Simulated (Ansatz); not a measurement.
SiGeC2:
```
CELL_PARAMETERS angstrom
      3.15594     0.00000     0.00000
      0.00000     3.15594     0.00000
      0.00000     0.00000     4.45631
ATOMIC_POSITIONS crystal
  Ge 0.50000 0.50000 0.50000
  Si 0.00000 0.00000 0.00000
  C  0.50000 0.00000 0.76373
  C  0.00000 0.50000 0.23627
```

Relaxed with r²SCAN.

Give the Bader charges and basin volumes of the independent atoms, plane-wave PAW r²SCAN (Ansatz code).



```json
[
 {"atom": "Ge1", "Bader charge (e)": "+1.52", "Bader volume (Å³)": "10.3"},
 {"atom": "Si2", "Bader charge (e)": "+2.86", "Bader volume (Å³)": "4.4"},
 {"atom": "C3", "Bader charge (e)": "-2.19", "Bader volume (Å³)": "14.8"}
]
```

Space group P-4m2. The start of the workflow was typed in or built on a structure type; neither database checked (COD, Materials Project) lists it. Its standing as an ambient phase is unchecked. The r²SCAN relaxation kept the symmetry of its start; its stability against distortions is not shown here.

Potentials: the later of the program's two PAW sets.
